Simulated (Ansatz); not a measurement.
GaAs (zinc blende, space group No. 216), plane-wave PAW PBE (Ansatz code). The conduction-band minimum lies at Γ, with 1 equivalent valley. Second derivatives d²E/dk² of the lowest band at one valley (eV·Å²), along Cartesian directions:

```
direction  d²E/dk²
---------  -------
[100]        752.3
[010]        752.3
[001]        752.3
[110]        752.0
[101]        752.0
[011]        752.0
```

Find the principal effective masses, the density-of-states mass and the conductivity mass.

Off-diagonal terms follow from H_xy = H[110] − (H_xx + H_yy)/2, and m*/mₑ = 7.620 eV·Å² over each eigenvalue: 0.010, 0.010, 0.010. One valley's DOS mass (m₁m₂m₃)^(1/3) = 0.010, conductivity mass 3/(Σ 1/mᵢ) = 0.010 mₑ.

What effective density of states Nc follows at 300 K for parabolic valleys?

Nc = 2.509e19 × 1 × (0.010)^(3/2) ≈ 2.5e16 cm⁻³.

With the computed static dielectric constant 18.1 (mean of the diagonal), estimate a hydrogenic donor's binding energy and radius.

E = 13.606 eV × 0.010/18.1² ≈ 0.42 meV; a = 0.529 Å × ε/m* ≈ 960 Å. Semilocal masses tend to be too small where the gap is.

With ε∞ = 15.8 and ω_LO = 269 cm⁻¹, what Fröhlich coupling constant follows?

α = (1/ε∞ − 1/ε0) √(m* × 13.606 eV/ħω_LO) = 0.016.

Space group F-43m (zinc blende). Symmetry was held in the PBE relaxation; phonons on a q-mesh show no instability. Spin–orbit coupling is left out wherever it is not named.

Potentials: the later of the program's two PAW sets.
